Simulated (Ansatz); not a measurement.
Cs₂KYBr₆:
```
Cs2KYBr6
1.0
    0.00000     5.88491     5.88491
    5.88491     0.00000     5.88491
    5.88491     5.88491     0.00000
K Cs Y Br
1 2 1 6
Direct
  0.50000   0.50000   0.50000
  0.75000   0.75000   0.75000
  0.25000   0.25000   0.25000
  0.00000   0.00000   0.00000
  0.76393   0.23607   0.23607
  0.23607   0.76393   0.76393
  0.23607   0.76393   0.23607
  0.76393   0.23607   0.76393
  0.23607   0.23607   0.76393
  0.76393   0.76393   0.23607
```

Relaxed with r²SCAN. Special points in fractions of this cell's reciprocal vectors: Γ (0.000, 0.000, 0.000); X (0.500, 0.000, 0.500); U (0.625, 0.250, 0.625); K (0.375, 0.375, 0.750); L (0.500, 0.500, 0.500); W (0.500, 0.250, 0.750).

**Question.** List the band energies nearest the valence-band maximum at these points for the program Ansatz at the r²SCAN level (PAW).

**Answer.** In eV from the valence-band maximum; about four levels below and three above (degenerate sets whole), none deeper than 8.9 eV; points with the same levels are listed once.

```tsv
k	below	above
Γ	-0.25 -0.25 -0.25 0.00 0.00 0.00	4.87 4.87 4.87
X	-0.48 -0.48 -0.37 -0.37 -0.01	4.91 5.34 5.34
U	-0.40 -0.38 -0.34 -0.10	5.01 5.26 5.29
L	-0.35 -0.35 -0.24 -0.24 -0.17	5.03 5.13 5.13
W	-0.51 -0.48 -0.19 -0.19	5.12 5.12 5.34
```

Space group Fm-3m. The first step of the workflow began from a Materials Project structure, measured or hypothetical; the Crystallography Open Database copy checked does not list it. Whether it is the stable phase at ambient conditions was not checked. The r²SCAN relaxation kept the symmetry of its start; its stability against distortions is not shown here. No spin polarisation was allowed. Spin–orbit coupling is left out wherever it is not named.

Potentials: the later of the program's two PAW sets.
